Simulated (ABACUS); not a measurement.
A self-consistent single point of Ti3Al (P6_3/mmc, 8 atoms in the cell; from Materials Project mp-1823, changed as shown).

```
CELL_PARAMETERS angstrom
      5.72847     0.00000     0.00000
     -2.86424     4.96100     0.00000
      0.00000     0.00000     4.61506
ATOMIC_POSITIONS crystal
  Ti 0.82990 0.65980 0.25000
  Ti 0.17010 0.34020 0.75000
  Ti 0.17010 0.82990 0.75000
  Ti 0.82990 0.17010 0.25000
  Ti 0.34020 0.17010 0.25000
  Ti 0.65980 0.82990 0.75000
  Al 0.33333 0.66667 0.25000
  Al 0.66667 0.33333 0.75000
```

All values come from this method and carry its errors: PBE, PseudoDojo 0.5 standard norm-conserving PBE (tails mended) pseudopotentials (plane waves; ABACUS 3.10.1).

ABACUS settings:

KPT: MP 3 3 3 0 0 0
basis_type: pw
ecutwfc: 84 Ry
smearing_method: mp
smearing_sigma: 0.00999582 Ry
potentials: PseudoDojo 0.5 standard norm-conserving PBE (tails mended)
symmetry: 1
symmetry_prec: 1e-05
ks_solver: dav_subspace
scf_nmax: 100
scf_thr: 1.0e-09 Ry
mixing_type: broyden
mixing_beta: 0.4

Results:

Number of valence electrons: 78
Number of bands: 49
Number of k-points after the program's reduction: 6
Number of plane waves (most at a k-point): 11514
Number of SCF iterations: 11
FFT grid: 64 × 64 × 54
Free energy E − TS: -9819.2475 eV
Pressure: 2.14 GPa
Largest force (vector length): 0.063 eV/Å

Forces (eV/Å):
```
atom      Fx      Fy     Fz
----  ------  ------  -----
Ti1    0.000  -0.063  0.000
Ti2    0.000   0.063  0.000
Ti3    0.054  -0.031  0.000
Ti4   -0.054   0.031  0.000
Ti5    0.054   0.031  0.000
Ti6   -0.054  -0.031  0.000
Al7    0.000   0.000  0.000
Al8    0.000   0.000  0.000
```

Stress (GPa, positive for compression):
```
2.42  0.00  0.00
0.00  2.42  0.00
0.00  0.00  1.60
```

For comparison: a first run was changed to give this one (volume scaled by 0.99), and from it to this one the free energy rises by 1.6 meV/atom, the pressure goes from 0.93 to 2.14 GPa and the largest force hardly changes (0.061 to 0.063 eV/Å).

The structure comes from a collection of computed structures, made at another level of theory; the collection holds predicted forms beside known ones. No clean gap shows at this smearing width and mesh (spacing up to 0.45 Å⁻¹); the mesh is coarse for partly filled bands, so the values carry mesh errors.

Cost on one core: very roughly 100 core-seconds.

“Tails mended”: in these copies of the files the far tail of each local potential was reset to the Coulomb form.
